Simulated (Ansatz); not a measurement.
The start is a generated trial cell of HfO2 in the AFLOW prototype AB2_hP3_191_a_d (C32, as in AlB2). Cell shape, volume and atoms are optimised at zero target pressure with r2SCAN (plane waves to 500 eV, PAW, scalar-relativistic; Ansatz, a program for electronic structure). The first steps use a coarse 8×8×7 k-mesh.

The start:
```
HfO2
1.0
    3.31513     0.00000     0.00000
   -1.65757     2.87099     0.00000
    0.00000     0.00000     3.58950
Hf O
1 2
Direct
  0.00000   0.00000   0.00000
  0.33333   0.66667   0.50000
  0.66667   0.33333   0.50000
```

### Question
How large is the pressure on the unrelaxed cell, and of which sign?

### Answer
-3 GPa (negative: the cell is under tension).

### Question
How much energy is released per atom?

### Answer
1.41 to 1.42 eV/atom (the two k-meshes of the run give this range).

### Question
How do the shortest distances between atoms change?

### Answer
The closest pairs of elements (up to four, under 3.6 Å), start → end: O–O 1.91 → 2.07 Å; Hf–O 2.62 → 2.46 Å; Hf–Hf 3.32 → 2.66 Å.

### Question
What band gap does the relaxed structure have at this level?

### Answer
Zero (metallic).

### Question
What does it relax into? Give the structure.

### Answer

```cif
data_HfO2
_chemical_formula_sum 'Hf1 O2'
_space_group_name_H-M_alt 'P6/mmm'
_space_group_IT_number 191
_space_group_name_Hall '-P 6 2'
_cell_length_a 3.57752
_cell_length_b 3.57752
_cell_length_c 2.66185
_cell_angle_alpha 90.000
_cell_angle_beta 90.000
_cell_angle_gamma 120.000
loop_
_atom_site_label
_atom_site_type_symbol
_atom_site_symmetry_multiplicity
_atom_site_Wyckoff_symbol
_atom_site_fract_x
_atom_site_fract_y
_atom_site_fract_z
_atom_site_occupancy
Hf1 Hf 1 a 0.00000 0.00000 0.00000 1
O1 O 2 d 0.33333 0.66667 0.50000 1
```

The space group stays P6/mmm (No. 191) (the run could not lower it), with 3 atoms in the primitive cell. Final values are on a 15×15×17 k-mesh of the relaxed cell. No spin polarisation in the result. The d or f electrons are treated with no Hubbard U.

The run could not lose the symmetry of its start: the end is stationary, and may be a saddle point rather than a minimum.

All atoms sit on sites fixed by symmetry, so only the cell could relax.

The relaxed structure here is a generated cell of HfO2: the first start was made by placing the elements on the sites of a structure type, and the end was not matched to a known phase here, so it may be hypothetical. Known forms of HfO2 include space group No. 14, 29, 137, 225.
